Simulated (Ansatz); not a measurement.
An Ansatz input:

```yaml
crystal:
  lattice:
    - [2.6930647335, 0.0, 0.0]
    - [0.0, 2.6930647335, 0.0]
    - [0.0, 0.0, 2.6930647335]
  atoms:
    - { symbol: Ga, position: [0.0, 0.0, 0.0] }
hamiltonian:
  xc: lda
  pseudopotentials:
    kind: paw
    azcp:
      Ga: "pseudopotentials/Ga.paw.azcp"
basis:
  ecutwfc: 420
  fft_grid_basis: typed
kpoints:
  mp_grid: { grid: [13, 13, 13], shift: [0, 0, 0] }
magnetization:
  spin_polarized: false
scf:
  occupations: { method: fermi_dirac, width: 0.1 }
  lower_state_search: "off"
output:
  stress: true
  write_density: true
  write_potential: true
  elf: true
  volumetric_format: npy
```

Terminal output

```
Warning: the record states the generating functional pbe (its physics header spells it `PBE`), which answers neither for hamiltonian.xc's functional nor for the lda family's — results may be inconsistent (PPs are generated against a specific XC)
Engine: ansatz 0.2.0, aarch64-unknown-linux-gnu
Pseudopotentials: kind: paw
Pseudopotential: Ga, paw, valence charge 13, recommended cutoff 420 eV (normal) 
Functional definition: SPW92
  exchange = slater_x
  correlation = pw_c
Crystal: 1 atoms, lattice volume = 19.532 Å³
Basis set: ecut = 420 eV, 389 PW (Γ)
Bands: 11, of which v1, the nominal top of the filled ones, is band 7 counted from 1 (6 counted from 0)
Symmetry: 48 space group operations
Space group: Pm-3m (ITA 221), of the structure as read, at distance tolerance 2.7e-5 Å
k-points: 84 of 2197
Non-local potential: Ga, projectors of the file, l = 0: 2, l = 1: 2, l = 2: 3, l = 3: 1
PAW form: soft (Blöchl's): semilocal exchange-correlation on the pseudo side does not see the compensation charge
PAW frozen core: Ga, regenerated for the run's functional, and the local potential with it (the file was generated under x = pbe(κ = 0.804, μ = 0.2195149727645171), c = pbe(β = 0.06672455060314922))
PAW one-centre angular grid: Ga, 590 points (default); XC on 64 Gauss nodes
Initial density: superposition of atomic densities (neutral atoms: chi_scale 0, normalization atom), corrected by the library's trained network
Initial wavefunctions: pseudopotential atomic-orbital guess
Functional: x = slater, c = lda
SCF iter   1: F=—  HF=-3706.876987 eV  |F-HF|=—  |Δ(HF+E_count)|=         —  Δρ=5.42e-3  dr2=2.43e-3  ethr=1.77e-3  ⟨swp⟩=5.1  Hψ=5550  notcnv=0
SCF iter   2: F=—  HF=-3706.876185 eV  |F-HF|=—  |Δ(HF+E_count)|=   8.02e-4  Δρ=3.05e-3  dr2=9.86e-4  ethr=1.87e-5  ⟨swp⟩=1.8  Hψ=1878  notcnv=0
SCF iter   3: F=—  HF=-3706.875923 eV  |F-HF|=—  |Δ(HF+E_count)|=   2.62e-4  Δρ=6.45e-4  dr2=3.60e-5  ethr=7.58e-6  ⟨swp⟩=2.2  Hψ=1100  notcnv=0
SCF iter   4: F=—  HF=-3706.875883 eV  |F-HF|=—  |Δ(HF+E_count)|=   4.02e-5  Δρ=2.88e-4  dr2=7.13e-6  ethr=2.77e-7  ⟨swp⟩=2.0  Hψ=1452  notcnv=0
iter 5 did not close the SCF: its close was put off for the readings that it lacked (scf_convergence_deferred on its scf_iter line)
SCF iter   5: F=-3706.875878 eV  HF=-3706.875878 eV  |F-HF|=2.14e-8  |Δ(HF+E_count)|=   4.47e-6  Δρ=3.23e-5  dr2=6.68e-8  ethr=5.49e-8  ⟨swp⟩=2.0  Hψ=1415  notcnv=0
SCF iter   6: F=-3706.875878 eV  HF=-3706.875878 eV  |F-HF|=1.17e-8  |Δ(HF+E_count)|=   4.30e-8  Δρ=8.59e-6  dr2=8.67e-9  ethr=5.14e-10  ⟨swp⟩=5.4  Hψ=4961  notcnv=0
SCF 1 converged in 6 iterations: F = -3706.875878 eV  dr2 = 8.67e-9
SCF converged after 6 iterations
Free energy (F): -3706.875878 eV
Harris-Foulkes:  -3706.875878 eV  (|F-HF|=1.17e-8)
Internal energy: -3706.857089 eV  (E = F + TS)
E sigma→0 (E₀):  -3706.866484 eV
Entropy (-TS):   -0.018789 eV (-18.789 meV/atom)
Fermi energy:    8.653530 eV
--- Per-component energies (eV) ---
  E_band       = -48.862326
  E_kinetic    = 115.364067
  E_local      = -1853.400488  (includes V_loc(G=0)·N_el)
  E_nonlocal   = 423.759494
  E_hartree    = 866.039613
  E_xc         = -69.194984
  E_vxc        = -58.909946  (∫ρ·V_xc dr)
  E_paw        = -1909.216414  (= ΣΔE_a)
  E_vpaw       = -407.759396  (= ΣTr[D̂ρ^β])
  E_aug_tail   = -0.000136  (compensation charges beyond the density's cutoff)
  E_ewald      = -1281.936722
  E_core_change = 1.728480  (= ΣΔE_core)
  E_smearing   = -0.018789  (= −TS)
  E_closure    = -0.000000  (closes the sum)
  Σ components = -3706.875878   (vs F -3706.875878, Δ=0.00e0)
--- Stress (GPa, compression-positive) ---
       -3.898495      -0.000000       0.000000
       -0.000000      -3.898495      -0.000000
        0.000000      -0.000000      -3.898495
  P = ⅓ Tr σ = -3.8985 GPa (-38.985 kbar)
--- Band table (eV; the first three rows and the last of 84) ---
  k-point 0: bands = ["-6.5371", "-6.5371", "-5.9868", "-5.9868", "-5.9868", "-2.0929", "17.7101", "17.7101", "17.7101", "20.7105", "20.7105"]
  k-point 1: bands = ["-6.5347", "-6.5158", "-5.9955", "-5.9955", "-5.9860", "-1.9709", "15.9704", "17.8370", "17.8370", "20.8126", "21.9102"]
  k-point 2: bands = ["-6.5279", "-6.4582", "-6.0197", "-6.0197", "-5.9840", "-1.6028", "13.3668", "18.2111", "18.2111", "21.1181", "22.6788"]
  k-point 83: bands = ["-6.3443", "-6.3423", "-6.3423", "-5.8457", "-5.8457", "10.1695", "11.2724", "11.2724", "13.2958", "16.8053", "17.2133"]
```
